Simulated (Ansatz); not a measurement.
Input:

Mn$_{3}$RhN:
```
Mn3RhN
1.0
    3.70561     0.00000     0.00000
    0.00000     3.70561     0.00000
    0.00000     0.00000     3.70561
Rh Mn N
1 3 1
Direct
  0.00000   0.00000   0.00000
  0.00000   0.50000   0.50000
  0.50000   0.00000   0.50000
  0.50000   0.50000   0.00000
  0.50000   0.50000   0.50000
```

This is the PBEsol-relaxed structure.

**Question.** All from PBEsol (plane waves, PAW; program Ansatz), unless another level is named. Give the bulk modulus (Birch–Murnaghan fit).

**Answer.** 3180 kbar.

**Question.** Predict the elastic constants (relaxed ions, GPa).

**Answer.** C11 = 623, C12 = 166, C44 = 158.

Space group Pm-3m (anti-perovskite). The workflow started from an entry of the Crystallography Open Database (COD). Its standing as an ambient phase is unchecked. The PBEsol relaxation kept the symmetry of its start; its stability against distortions is not shown here. The workflow began spin-polarised and lost its moments. The volume moved by -17 % from the start of the relaxation. The volume fell by over 15 % from the filed cell, which may lack light atoms or belong to other conditions. As this level gives no gap, shear constants depend on the k-mesh and smearing (Fermi–Dirac, 0.1 eV here). On the denser mesh and wider smearing of the elastic run this cell carries a stress of 0.5 GPa.

Potentials: the later of the program's two PAW sets.
